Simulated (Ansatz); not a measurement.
Problem. Name crystals whose computed values (PBE (plane waves, PAW; program Ansatz)) fall in these windows: B₀ by P(V) fit (GPa) 89 to 110; electron conductivity mass (mₑ) 1.1 to 1.3.

Solution. 

| crystal | B₀ by P(V) fit (GPa) | electron conductivity mass (mₑ) |
|---|---|---|
| LiNbO3, R3c (Li on 6a, Nb on 6a, O on 18b) | 97.9 | 1.1 |
Others may fit too.

The cell was relaxed under the symmetry of its start. Rows with no word on spin ran without spin polarisation. Scalar-relativistic: spin–orbit coupling is off unless named, which matters more the heavier the elements.

Potentials: the earlier of the program's two PAW sets.
